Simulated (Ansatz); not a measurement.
Structure relaxation, Ni

The start is a generated cell, Ni built in the AFLOW prototype A_hR12_166_2h (as in B). Cell shape, volume and atoms are optimised at zero target pressure with PBE (plane waves to 420 eV, PAW, scalar-relativistic; Ansatz, an electronic-structure program). The first steps use a coarse 6×6×6 k-mesh.

The start:
```
CELL_PARAMETERS angstrom
      2.80753     1.62093     4.79194
     -2.80753     1.62093     4.79194
      0.00000    -3.24185     4.79194
ATOMIC_POSITIONS crystal
  Ni 0.01040 0.65729 0.01040
  Ni 0.01040 0.01040 0.65729
  Ni 0.65729 0.01040 0.01040
  Ni 0.98960 0.34271 0.98960
  Ni 0.98960 0.98960 0.34271
  Ni 0.34271 0.98960 0.98960
  Ni 0.22060 0.63230 0.22060
  Ni 0.22060 0.22060 0.63230
  Ni 0.63230 0.22060 0.22060
  Ni 0.77940 0.36770 0.77940
  Ni 0.77940 0.77940 0.36770
  Ni 0.36770 0.77940 0.77940
```
Spin-polarised start, with parallel moments on Ni.

```json
{
  "initial_pressure": "+106 GPa (positive: the cell is compressed)",
  "outcome": "The space group stays R-3m (No. 166) (the run could not lower it), with 12 atoms in the primitive magnetic cell",
  "energy_released": "1.43 eV/atom",
  "volume_change": "+28.1 %, from 10.90 to 13.96 Å³/atom",
  "Shortest distances (start → end)": "The closest pairs of elements (up to four, under 3.6 Å), start → end: Ni–Ni 1.95 → 2.22 Å",
  "band_gap_at_the_end": "no gap (metallic)",
  "moments_at_the_end": "net 0.70 μB/atom, ferromagnetic",
  "optimiser_moves": "29"
}
```

Final values are on a 8×8×8 k-mesh of the relaxed cell. Spin state reached: ferromagnetic (net 0.70 μB/atom), from parallel starting moments; other spin orders were not run from this start.

The run could not lose the symmetry of its start, so the end can be a saddle point.

The relaxed structure here is a generated cell of Ni: the first start was made by placing the elements on the sites of a structure type, and the end was not matched to a known phase here, so it may be hypothetical. Known forms of Ni include space group No. 225.
